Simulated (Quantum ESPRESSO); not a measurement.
## Band energies of PtSe2/SnS₂ heterobilayer

```
CELL_PARAMETERS angstrom
      3.70419     0.00000     0.00000
     -1.85210     3.20792     0.00000
      0.00000     0.00000    25.90000
ATOMIC_POSITIONS crystal
  S  0.66667 0.33333 0.04543
  S  0.33333 0.66667 0.15897
  Se 0.66667 0.33333 0.84103
  Se 0.33333 0.66667 0.94288
  Sn 0.00000 0.00000 0.10224
  Pt 0.00000 0.00000 0.89237
```

norm-conserving PBE (stringent potentials; Quantum ESPRESSO, 104 Ry, no spin-orbit coupling); path ΓMKΓ; energies in eV from the valence-band maximum.

```
k (1/Å)  point  band 46  band 47  band 48  band 49  band 50  band 51  band 52  band 53
-------  -----  -------  -------  -------  -------  -------  -------  -------  -------
0.00         Γ    -1.48    -1.42    -0.52    -0.23    -0.23     1.25     2.44     2.73
0.20              -1.73    -1.40    -0.47    -0.23    -0.09     1.45     2.15     2.58
0.39              -1.99    -1.40    -0.53    -0.37    -0.15     1.23     1.56     2.36
0.59              -1.87    -1.50    -1.31    -0.83    -0.55     0.94     1.56     2.34
0.78              -2.24    -1.80    -1.68    -1.42    -1.11     0.48     2.04     2.43
0.98         M    -2.17    -2.08    -1.97    -1.57    -1.48     0.32     2.24     2.47
1.17              -2.51    -2.01    -1.77    -1.44    -1.28     0.67     2.07     2.18
1.36              -2.62    -2.11    -1.81    -1.30    -1.01     1.08     1.70     1.92
1.54         K    -2.54    -2.07    -1.96    -1.14    -1.08     1.31     1.54     1.72
1.71              -2.48    -2.20    -1.80    -1.38    -0.84     1.26     1.45     1.95
1.87              -2.33    -2.16    -1.59    -1.51    -0.53     1.23     1.45     2.09
2.03              -2.24    -1.77    -1.34    -1.10    -0.27     1.23     1.62     1.93
2.19              -1.98    -1.76    -0.79    -0.61    -0.09     1.36     1.61     1.93
2.35              -1.79    -1.65    -0.46    -0.33     0.00     1.47     1.71     2.31
2.51              -1.63    -1.47    -0.47    -0.23    -0.14     1.43     2.30     2.61
2.68         Γ    -1.48    -1.42    -0.52    -0.23    -0.23     1.25     2.44     2.73
```

The PBE gap is indirect, 0.32 eV, from 71 % of the way from K to Γ to M; the smallest direct gap is 1.34 eV.

Spin-orbit coupling is left out, which matters for elements this heavy: edges can move by tenths of an eV.

Geometry relaxed with PBE+D3(BJ).
